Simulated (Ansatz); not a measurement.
# Re: computed property card

Re:
```yaml
crystal:
  lattice:
    - [2.73802, 0.00000, 0.00000]
    - [-1.36901, 2.37119, 0.00000]
    - [0.00000, 0.00000, 8.82410]
  atoms:
    - { symbol: Re, position: [0.00000, 0.00000, 0.00000] }
    - { symbol: Re, position: [0.00000, 0.00000, 0.50000] }
    - { symbol: Re, position: [0.33333, 0.66667, 0.25000] }
    - { symbol: Re, position: [0.66667, 0.33333, 0.75000] }
```

Space group P6_3/mmc (No. 194), dhcp (α-La type); conventional cell a = b = 2.7380 Å, c = 8.8241 Å, α = β = 90.00°, γ = 120.00°.

Method: the program Ansatz at the LDA level (PAW). Structure relaxed to zero pressure with the same functional. Other levels are named where they apply.

Cell and energy:

- Volume per atom: 14.32 Å³
- Density: 21.59 g/cm³

Electronic structure:

* **Electronic character**: metallic (no gap)
* **Density of states at the Fermi level**: 0.67 states/eV per atom (mean over ±0.08 eV)

Mechanics:

- Bulk modulus (Birch–Murnaghan fit): 404 GPa
- Pressure derivative B′: 4.4
- Elastic constants (relaxed ions, GPa): C11 = 690, C12 = 288, C13 = 237, C33 = 741, C44 = 192
- Mechanical stability: stable (all eigenvalues of C positive)
- Hill bulk and shear moduli: 405 and 206 GPa
- Young's modulus: 530 GPa
- Poisson's ratio: 0.28
- Debye temperature from the elastic constants: 423 K

Phonons:

Highest zone-centre frequency: 180 cm^-1
Zone-centre stability: no imaginary mode at Γ

The workflow started from a Materials Project entry (that database holds measured and hypothetical structures alike). Its sites differ from those of the usual phase in this space group: another stacking or structure type. The cell was relaxed with LDA under the symmetry of its start. No spin polarisation was allowed. As this level gives no gap, shear constants depend on the k-mesh and smearing (Fermi–Dirac, 0.1 eV here). As this level gives no gap, phonon frequencies hold no LO–TO term and depend on the k-mesh and smearing (Fermi–Dirac, 0.1 eV here). Axis ratios of metals converge slowly with the k-mesh, so a and c are less sure than the volume. On the denser mesh and wider smearing of the elastic run this cell carries a stress of 0.4 GPa. Scalar-relativistic: spin–orbit coupling is off unless named, which matters more the heavier the elements.

Potentials: the later of the program's two PAW sets.
